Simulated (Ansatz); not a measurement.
Starting cell, BAs (zinc blende):

```
BAs
1.0
    0.00000     4.80936     4.80936
    2.40468     2.40468     4.80936
    2.40468     2.40468     0.00000
As B
2 2
Cartesian
  3.60702   8.41639   8.41639
  3.60702   6.01170   6.01170
  0.00000   0.00000   0.00000
  2.40468   4.80936   7.21405
```

The atoms are displaced by Q × the pattern below (from a DFPT mode at X = (0.5, 0.5, 0.0), largest move 1; Q in Å), at fixed cell. It is one choice among 2 degenerate patterns. (q is in reciprocal vectors of the primitive cell; the cell shown is doubled to hold the pattern.)

```json
[
 {"atom": "As1", "x": "0.105", "y": "0.000", "z": "0.000"},
 {"atom": "As2", "x": "-0.105", "y": "0.000", "z": "0.000"},
 {"atom": "B3", "x": "0.000", "y": "-1.000", "z": "0.000"},
 {"atom": "B4", "x": "0.000", "y": "1.000", "z": "0.000"}
]
```

These are PBE (plane waves to 420 eV, PAW, scalar-relativistic; Ansatz, a quantum-chemistry and plane-wave program) values and carry that method's errors. k mesh 12×12×12 (Γ-centred), Fermi-Dirac smearing 0.05 eV. Energies are smeared free energies. BAs was relaxed with its symmetry unable to fall. The PAW data are Ansatz's earlier set. ΔE is measured from the undisplaced structure.

```
Q (Å)    ΔE (meV/cell)
-------  -------------
-0.2800           1218
-0.2333            853
-0.1867            549
-0.1400            310
-0.0933       withheld
-0.0467             35
0.0000               0
0.0467              35
0.0933        withheld
0.1400             310
0.1867             549
0.2333             853
0.2800            1218
```

Fit an even polynomial form (powers 2, 4) to the given rows and predict ΔE at Q = -0.0933.

Least squares on the 11 given rows: ΔE = (15930)·Q² + (-5054)·Q⁴, in meV/cell with Q in Å; root-mean-square residual 0.4 meV/cell. At -0.0933 the fit gives 138 meV/cell; the calculation gives 138 meV/cell, the same to the digits shown. The quadratic term alone would give 139 meV/cell.

(A displaced cell: forces are minus the slopes of the energy, force constants its curvatures, and phonons follow from these.)
